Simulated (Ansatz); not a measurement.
A geometry of Bi2Te3 away from equilibrium: the start of the relaxation of a relaxed Bi2Te3 cell, doubled along one cell vector, shaken by Gaussian noise of σ = 0.08 Å a coordinate. Method: r2SCAN (plane waves to 500 eV, PAW, scalar-relativistic; Ansatz, a first-principles code). Γ-centred k-mesh 6×3×6 on the run's cell (coarser than for final values), Fermi–Dirac smearing 0.05 eV.

```xyz
10
Lattice="2.2100 1.2759 10.7716 -4.4200 2.5519 21.5432 0.0000 -2.5519 10.7716" Properties=species:S:1:pos:R:3 pbc="T T T"
Bi    -0.0692     0.0264    12.6455
Bi    -2.1799     1.1881    23.4992
Bi     0.0655    -0.0253    19.5564
Bi    -2.1372     1.2564    30.2862
Te    -0.1279    -0.0611     0.0079
Te    -2.1910     1.2160    10.7105
Te    -0.0738    -0.0480     7.0184
Te    -2.0813     1.1720    17.8927
Te    -0.1137     0.0611    25.2090
Te    -2.2448     1.2304    36.1428
```

Which atoms carry the largest force, and which way does it point?

1.14 eV/Å, on Bi2 (atoms numbered as listed); on Bi2 its components are (-0.68, 0.49, 0.77).

What is the pressure?

+0.5 GPa, compression positive.

How far above the relaxed end point is this geometry?

0.04 eV/atom; the path ends in R-3m (No. 166) (AFLOW prototype A2B3_hR5_166_c_ac (C33, as in Bi2Te3)).

No spin polarisation in the result.
